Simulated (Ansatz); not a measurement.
## TaAlP2SO12 — ¹⁸¹Ta nuclear quadrupole resonance

Cell: a computed structure from the Materials Project (it need not be an observed phase), taken as it stands.

Space group Cc (No. 9); a = 14.8741, b = 8.5434, c = 8.8419 Å, β = 123.86°.

| site | Wyckoff | site symmetry | x | y | z |
| --- | --- | --- | --- | --- | --- |
| Ta | 4a | 1 | 0.6075 | 0.7582 | 0.0783 |
| Al | 4a | 1 | 0.3924 | 0.2518 | 0.9334 |
| P5 | 4a | 1 | 0.4871 | 0.9665 | 0.2444 |
| P6 | 4a | 1 | 0.8616 | 0.9036 | 0.2449 |
| S | 4a | 1 | 0.1448 | 0.8834 | 0.2471 |
| O11 | 4a | 1 | 0.4224 | 0.0709 | 0.0799 |
| O12 | 4a | 1 | 0.5492 | 0.3157 | 0.0861 |
| O13 | 4a | 1 | 0.8641 | 0.8700 | 0.0791 |
| O17 | 4a | 1 | 0.5689 | 0.9331 | 0.9171 |
| O18 | 4a | 1 | 0.4605 | 0.6775 | 0.9169 |
| O19 | 4a | 1 | 0.1424 | 0.1322 | 0.9126 |
| O23 | 4a | 1 | 0.4212 | 0.1367 | 0.7843 |
| O24 | 4a | 1 | 0.8606 | 0.9248 | 0.7820 |
| O25 | 4a | 1 | 0.2421 | 0.1849 | 0.7743 |
| O29 | 4a | 1 | 0.5682 | 0.8622 | 0.2246 |
| O30 | 4a | 1 | 0.1480 | 0.0578 | 0.2254 |
| O31 | 4a | 1 | 0.7589 | 0.8215 | 0.2199 |

One atom of each set is listed; the run and its k-mesh use a cell of 34 atoms with edges of 8.58, 8.58, 8.84 Å.

The numbers come from a DFT calculation in Ansatz (PBE, plane waves and PAW, scalar-relativistic, 420 eV cutoff, Γ-centred 3×3×3 k-points, Fermi–Dirac smearing 0.02 eV).

¹⁸¹Ta: I = 7/2, Q = 3170 mb (year-2017 value). Static lattice, zero field.

Q: The simulated lines lie at 174.8, 190.5, 275.0, 365.3 MHz. What are |C_Q|, η and |V_zz| at Ta?

A: For I = 7/2 and η = 0 the lines are |C_Q|/14 times 1, 2 and 3; η shifts the lowest up most. At large η the states mix, and weaker lines appear at sums of the main ones; lines under 5 % of the strongest are left out. Here |C_Q| = 1345 MHz, η = 0.66 and |V_zz| = 17.55 × 10²¹ V/m². The calculation gives V_zz negative; the lines don't show the sign. The site has 6 O at 1.91–2.10 Å.

The largest force is 0.5 eV/Å, so the atoms aren't at the calculated equilibrium and relaxing them would move these values. A computed database structure should lie near equilibrium, so this entry is doubtful. Without spin–orbit coupling the gradients at and beside Ta can be off by some per cent, at some sites by more. With these PAW files V_zz is typically within 2 to 3 % of all-electron values, but misses above 10 % occur on Ta.
